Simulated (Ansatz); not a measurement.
Y2Si:
```yaml
crystal:
  lattice:
    - [4.36688, 0.00000, 0.00000]
    - [0.00000, 4.36688, 0.00000]
    - [0.00000, 0.00000, 8.00022]
  atoms:
    - { symbol: Y, position: [0.00000, 0.00000, 0.00000] }
    - { symbol: Y, position: [0.50000, 0.50000, 0.00000] }
    - { symbol: Y, position: [0.50000, 0.00000, 0.35771] }
    - { symbol: Y, position: [0.00000, 0.50000, 0.64229] }
    - { symbol: Si, position: [0.50000, 0.00000, 0.72860] }
    - { symbol: Si, position: [0.00000, 0.50000, 0.27140] }
```

Relaxed with HSE06. Special points in fractions of this cell's reciprocal vectors: Γ (0.000, 0.000, 0.000); X (0.000, 0.500, 0.000); M (0.500, 0.500, 0.000); Z (0.000, 0.000, 0.500); R (0.000, 0.500, 0.500); A (0.500, 0.500, 0.500).

Task: List the band energies nearest the Fermi level at these points for DFT-HSE06 in the program Ansatz with PAW potentials.

Result: In eV from the Fermi level; about four levels below and three above (degenerate sets whole), none deeper than 8.9 eV; points with the same levels are listed once.

```
k                    below                above
-  -----------------------  -------------------
Γ  -0.22 -0.22 -0.20 -0.04       1.42 1.80 1.80
X  -1.64 -1.64 -0.57 -0.57  0.91 0.91 1.63 1.63
M  -0.45 -0.45 -0.22 -0.22  1.19 1.19 3.30 3.30
Z  -0.44 -0.44 -0.31 -0.01  0.53 0.57 1.42 1.42
R  -1.57 -1.57 -0.61 -0.61  1.32 1.32 1.65 1.65
A  -2.04 -2.04 -0.85 -0.85  0.42 0.42 0.70 0.70
```

Space group P4/nmm. A made-up cell: these elements were put on the sites of a structure type; neither database checked (COD, Materials Project) lists it. Whether it is the stable phase at ambient conditions was not checked. The cell was relaxed with HSE06 under the symmetry of its start; its stability against distortions is not shown here. No spin polarisation was allowed. The hybrid run found no gap, on a coarse k-mesh. Spin–orbit coupling is left out wherever it is not named.

Potentials: the later of the program's two PAW sets.
